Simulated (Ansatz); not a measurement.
**Kick test of a cell of SnH2**

It was reached by relaxing an invented guess, and it needn't be the stable form of this composition.

Theory: DFT PBE, scalar-relativistic, plane waves, PAW (Ansatz). Settings: cutoff 420 eV, Γ-centred mesh 12×12×4 on the computed 3-atom cell, Gaussian smearing of 0.10 eV; no spin polarisation.

The cell below (3 atoms, space group P6/mmm (No. 191)) is relaxed within its symmetry.

```
CELL_PARAMETERS angstrom
3.15623 0.00000 0.00000
-1.57812 2.73338 0.00000
0.00000 0.00000 8.38751
ATOMIC_POSITIONS crystal
Sn 0.00000 0.00000 0.00000
H 0.00000 0.00000 0.45527
H 0.00000 0.00000 0.54473
```

For the test a repeat of it with 6 atoms (edges 3.16, 3.16, 16.78 Å) was strained at random (σ = 1.5 % a component), the atoms were moved at random (σ = 0.05 Å), and all was relaxed again on a coarse 6×6×2 mesh (in the run’s order of axes) with 0.20 eV smearing, with no symmetry imposed.

Weakly bound directions are ill-defined at this level, which has no dispersion term.

Question: What happens?

Answer: It doesn't return. The energy falls by 9 meV/atom on that mesh, the volume changes by 2.3 %, and the end has space group P-1 (No. 2) at a loose tolerance. Relaxed again on a 12×12×2 mesh with 0.10 eV smearing, the new structure lies 7 meV/atom below the first (mesh in the axes of the run's cell; the cell below is made exact in the group named). Space group P1 (No. 1), triclinic, a = 3.038 Å, b = 3.222 Å, c = 17.408 Å, α = 91.2°, β = 90.6°, γ = 118.1°. Around Sn on its first site lie 2 Sn at 3.04 Å and 4 Sn at 3.22 Å; around Sn on its second site lie 2 Sn at 3.04 Å and 4 Sn at 3.22 Å; around H on its first site lies 1 H at 0.75 Å; H on its second site is surrounded by 1 H at 0.75 Å; 2 more sites not described.

```cif
data_structure
_symmetry_space_group_name_H-M 'P1'
_symmetry_Int_Tables_number 1
_cell_length_a 3.0382
_cell_length_b 3.2215
_cell_length_c 17.4080
_cell_angle_alpha 91.169
_cell_angle_beta 90.598
_cell_angle_gamma 118.134
_cell_volume 150.18
loop_
_atom_site_label
_atom_site_type_symbol
_atom_site_symmetry_multiplicity
_atom_site_Wyckoff_symbol
_atom_site_fract_x
_atom_site_fract_y
_atom_site_fract_z
_atom_site_occupancy
Sn1 Sn 1 a 0.01650 0.03519 0.00055 1
Sn2 Sn 1 a 0.98208 0.95146 0.49948 1
H1 H 1 a 0.89599 0.94561 0.23493 1
H2 H 1 a 0.97462 0.07243 0.73461 1
H3 H 1 a 0.09991 0.05235 0.26512 1
H4 H 1 a 0.03091 0.94296 0.76531 1
```
